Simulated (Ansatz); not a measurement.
# LaS in the rocksalt structure

Level of theory: DFT, PBEsol, scalar-relativistic, no spin polarisation; plane waves to 420 eV with PAW datasets (Ansatz 0.2.0), Γ-centred 10×10×10 mesh, 0.05 eV Gaussian smearing; PAW files: Ansatz's generated set soft_2.

```
La S
1.0
     0.00000    2.90266    2.90266
     2.90266    0.00000    2.90266
     2.90266    2.90266    0.00000
La S
1 1
Direct
  0.50000 0.50000 0.50000
  0.00000 0.00000 0.00000
```

The start was a prototype's sites filled with these elements; the Crystallography Open Database holds the compound in this structure.

**Question.** Which orbitals carry the states at the Fermi level, and how many states are there?

**Answer.** Within 0.1 eV of it: La 5d 71 %, La 4f 21 % (shares among the projected shells). The density of states at the Fermi level is about 1.2 states/eV per cell, averaged over 0.3 eV.

Density of states (tetrahedra, averaged over 0.5 eV; states/eV per cell of 2 atoms; energy in eV from the Fermi level; projections on Löwdin-orthogonalised atomic orbitals, summed over sites):

| E | total | La 4f | S 3p | La 5d | La 6s | La 5p |
| --- | --- | --- | --- | --- | --- | --- |
| -5.60 | 0.4 | 0.0 | 0.2 | 0.1 | 0.1 | 0.0 |
| -5.10 | 1.9 | 0.0 | 1.2 | 0.4 | 0.2 | 0.0 |
| -4.60 | 2.9 | 0.0 | 2.0 | 0.7 | 0.1 | 0.0 |
| -4.10 | 3.2 | 0.1 | 2.3 | 0.6 | 0.0 | 0.1 |
| -3.60 | 3.5 | 0.1 | 2.7 | 0.5 | 0.0 | 0.2 |
| -3.10 | 0.1 | 0.0 | 0.1 | 0.0 | 0.0 | 0.0 |
| -2.60 | 0.0 | 0.0 | 0.0 | 0.0 | 0.0 | 0.0 |
| -2.10 | 0.0 | 0.0 | 0.0 | 0.0 | 0.0 | 0.0 |
| -1.60 | 0.2 | 0.0 | 0.0 | 0.2 | 0.0 | 0.0 |
| -1.10 | 0.4 | 0.0 | 0.0 | 0.3 | 0.0 | 0.0 |
| -0.60 | 0.7 | 0.1 | 0.0 | 0.5 | 0.0 | 0.0 |
| -0.10 | 1.1 | 0.2 | 0.1 | 0.7 | 0.0 | 0.0 |
| 0.40 | 1.2 | 0.4 | 0.1 | 0.7 | 0.0 | 0.0 |
| 0.90 | 1.6 | 0.7 | 0.0 | 0.7 | 0.0 | 0.0 |
| 1.40 | 5.1 | 3.8 | 0.0 | 1.0 | 0.0 | 0.0 |
| 1.90 | 16.1 | 15.1 | 0.1 | 0.6 | 0.1 | 0.0 |
| 2.40 | 5.5 | 4.5 | 0.2 | 0.7 | 0.1 | 0.0 |

The calculation's cell holds 17 valence electrons, an odd number. Without magnetic order each band takes two, so one stays part-filled and the crystal must be a metal. (Only strong correlation, outside this picture, could make a Mott insulator of it.) A formal count (La³⁺, S²⁻) leaves 1 electron a formula unit beyond the anions' closed shells. It goes into the bands above the anion p states, which fits the metal found.

These numbers lack spin–orbit coupling. Spin polarisation wasn't tried.
